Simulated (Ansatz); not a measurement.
Relaxed-ion elastic tensor of WC in space group P-6m2 (No. 187; W on 1a, C on 1f) in GPa (Voigt order), PBE (plane waves, PAW; program Ansatz); density 15.45 g/cm³, 10.52 Å³ per atom.

```
700  227  170  0.0  0.0  0.0
227  700  170  0.0  0.0  0.0
170  170  943  0.0  0.0  0.0
0.0  0.0  0.0  300  0.0  0.0
0.0  0.0  0.0  0.0  300  0.0
0.0  0.0  0.0  0.0  0.0  236
```

**Question.** Is the crystal mechanically stable?

**Answer.** Yes: the smallest eigenvalue of C is 236 GPa.

**Question.** Work out the Voigt, Reuss and Hill averages.

**Answer.** K_V = 387, K_R = 383, K_H = 385; G_V = 286, G_R = 278, G_H = 282 GPa.

**Question.** Give Young's modulus, Poisson's ratio, Pugh's ratio and the universal anisotropy index.

**Answer.** E = 9KG/(3K + G) = 680 GPa; ν = 0.21; K/G = 1.36 (brittle by the Pugh limit of 1.75); A_U = 5G_V/G_R + K_V/K_R − 6 = 0.14.

**Question.** Estimate the sound speeds and the Debye temperature.

**Answer.** v_l = √((K + 4G/3)/ρ) = 7020 m/s, v_t = √(G/ρ) = 4270 m/s, mean 4720 m/s; Θ = (h/k)(3n/4πV)^(1/3) v_m = 641 K.

**Question.** How much does each axis shrink under pressure?

**Answer.** Linear compressibilities β_i = Σ_j S_ij (j = 1 to 3): x 0.95, y 0.95, z 0.72 per TPa.

Symmetry was held in the PBE relaxation. No spin polarisation was allowed. As this level gives no gap, shear constants depend on the k-mesh and smearing (Fermi–Dirac, 0.1 eV here). Scalar-relativistic: spin–orbit coupling is off unless named, which matters more the heavier the elements.

Potentials: the later of the program's two PAW sets.
